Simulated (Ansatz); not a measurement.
A relaxed cell of AlSn is given with its symmetry left out. The cell was found from a structure generator's guess, not taken from experiment.

All numbers below come from DFT PBE, scalar-relativistic, plane waves, PAW in Ansatz. Cutoff 420 eV, Γ-centred mesh, Gaussian smearing, no spin polarisation.

```
CELL_PARAMETERS angstrom
0.00000 3.58901 3.58901
3.58901 0.00000 3.58901
3.58901 3.58901 0.00000
ATOMIC_POSITIONS crystal
Al 0.00000 0.00000 0.00000
Al 0.25000 0.25000 0.25000
Sn 0.75000 0.75000 0.75000
Sn 0.50000 0.50000 0.50000
```

Formation energies are uncorrected and refer to the elements' standard structures at the same level. The references include grey tin.

(1) What space group does it have?

(2) What is its formation energy per atom?

(3) Is it a metal?

Results:

(1) Fd-3m (No. 227), the NaTl (B32) type. Conventional cell: a = 7.178 Å. Al is surrounded by 4 Al at 3.11 Å, 4 Sn at 3.11 Å and 6 Sn at 3.59 Å; Sn has 4 Al at 3.11 Å, 4 Sn at 3.11 Å and 6 Al at 3.59 Å.

(2) +0.23 eV/atom. A positive value: parting into the elements would lower its energy.

(3) Yes, bands cross the Fermi level on the 12×12×12 mesh.

The last run used a 12×12×12 mesh for its 4-atom cell and Gaussian smearing of 0.10 eV. A structure relaxed within its symmetry needn't be a true minimum. Another cell of AlSn relaxed alike, in P-6m2 (a Materials Project cell), lies 33 meV/atom lower, so this cell isn't the stable form at this level.
